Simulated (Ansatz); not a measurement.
In$_{2}$O$_{3}$: do energies and stresses tell the same story?

These are results of DFT LDA, scalar-relativistic, plane waves, PAW (Ansatz), not measurements.

Cutoff 420 eV; k points 6×6×6 on the computed 10-atom cell (Γ-centred); Gaussian smearing, width 0.02 eV; no spin polarisation.

Relaxed cell: R-3c, a = 5.462 Å, b = 5.462 Å, c = 14.372 Å, α = 90.00°, β = 90.00°, γ = 120.00°, 10 atoms in the primitive cell. This form isn't the usual stable structure of the compound.

Energies at zero smearing and pressures from the stress tensor, at volumes with shape and atoms relaxed:
```csv
V (Å³/atom),E − E(first) (meV/atom),P (GPa)
10.891,0.00,28.08
11.263,-55.23,19.72
11.634,-92.13,12.28
12.005,-112.79,5.71
12.377,-119.21,-0.01
12.748,-113.36,-4.94
13.119,-96.95,-9.13
13.614,-61.43,-13.75
```

Check P = −dE/dV between neighbouring volumes, and get the bulk modulus from the pressures alone.

With 1 eV/Å³ = 160.2 GPa:
| middle V (Å³/atom) | −ΔE/ΔV (GPa) | mean P (GPa) |
| --- | --- | --- |
| 11.077 | 23.831 | 23.900 |
| 11.448 | 15.923 | 16.001 |
| 11.820 | 8.918 | 8.995 |
| 12.191 | 2.768 | 2.852 |
| 12.562 | -2.524 | -2.472 |
| 12.934 | -7.080 | -7.034 |
| 13.367 | -11.496 | -11.441 |

The two differ by 0.08 GPa at most. The mean of two end pressures misses the average over a step by about ΔV² P″/12, up to 0.09 GPa here; with that taken off 0.03 GPa remains, from the finite cutoff, the mesh or the relaxation's tolerance. Around V = 12.377 Å³/atom, the two neighbours give B = −V ΔP/ΔV = 12.377 × 10.65 / 0.743 = 177.5 GPa, against B0 = 174.7 GPa from the Birch–Murnaghan fit of the energies.